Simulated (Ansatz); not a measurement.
## Al: from a starting cell to a relaxed one

The start is a generated trial cell of Al in the beta-W structure type. A full variable-cell relaxation at zero pressure is run with PBEsol (plane waves to 420 eV, PAW, scalar-relativistic; Ansatz, a quantum-chemistry and plane-wave program). The first steps use a coarse 7×7×7 k-mesh.

Starting cell:
```yaml
crystal:
  lattice:
    - [5.13647, 0.00000, 0.00000]
    - [0.00000, 5.13647, 0.00000]
    - [0.00000, 0.00000, 5.13647]
  atoms:
    - { symbol: Al, position: [0.25000, 0.00000, 0.50000] }
    - { symbol: Al, position: [0.75000, 0.00000, 0.50000] }
    - { symbol: Al, position: [0.00000, 0.50000, 0.25000] }
    - { symbol: Al, position: [0.00000, 0.50000, 0.75000] }
    - { symbol: Al, position: [0.50000, 0.25000, 0.00000] }
    - { symbol: Al, position: [0.50000, 0.75000, 0.00000] }
    - { symbol: Al, position: [0.00000, 0.00000, 0.00000] }
    - { symbol: Al, position: [0.50000, 0.50000, 0.50000] }
```

* **Energy released**: under 0.01 eV/atom
* **Optimiser moves**: 3

Final values are on a 9×9×9 k-mesh of the relaxed cell. No spin polarisation in the result.

The run could not lose the symmetry of its start, so the end can be a saddle point.

All atoms sit on sites fixed by symmetry, so only the cell could relax.

The relaxed structure here is a generated cell of Al: the first start was made by placing the elements on the sites of a structure type, and the end was not matched to a known phase here, so it may be hypothetical. Known forms of Al include space group No. 225.
